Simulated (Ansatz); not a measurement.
WS$_{2}$ (2H-MoS2 type, space group P6_3/mmc)

```
WS2
1.0
    3.16997     0.00000     0.00000
   -1.58498     2.74527     0.00000
    0.00000     0.00000    12.49180
W S
2 4
Direct
  0.33333   0.66667   0.25000
  0.66667   0.33333   0.75000
  0.33333   0.66667   0.62490
  0.66667   0.33333   0.12490
  0.66667   0.33333   0.37510
  0.33333   0.66667   0.87510
```

The relaxed cell is deformed in two ways at once: its volume V is scaled, and at that volume it is stretched along z (the c axis of the conventional cell) so that c/a changes. Fractional atomic positions are held.

Level of theory: r2SCAN+rVV10 (plane waves to 500 eV, PAW, scalar-relativistic; Ansatz, a first-principles code). k mesh 12×12×3 (Γ-centred), Fermi-Dirac smearing 0.05 eV. Stress and pressure are positive under compression. As the atoms are clamped, bonds stretch with the cell, which overstates energies and stresses. Spin-orbit coupling is left out, though W is heavy. WS2 is run without spin polarisation. WS2 was relaxed with its symmetry unable to fall.

At one point of the scan the stress tensor (GPa) is:

```
  -12.7      0.0      0.0
    0.0    -12.7      0.0
    0.0      0.0     -6.4
```

Q: Which point is it?
A) V/V₀ = 1.080, (c/a)/(c/a)₀ = 0.960
B) V/V₀ = 1.080, (c/a)/(c/a)₀ = 1.027
C) V/V₀ = 1.080, (c/a)/(c/a)₀ = 0.973
D) V/V₀ = 1.027, (c/a)/(c/a)₀ = 0.960

A: A, V/V₀ = 1.080, (c/a)/(c/a)₀ = 0.960

(Under strain, the slope of the energy per volume gives the stress and its curvature an elastic modulus.)
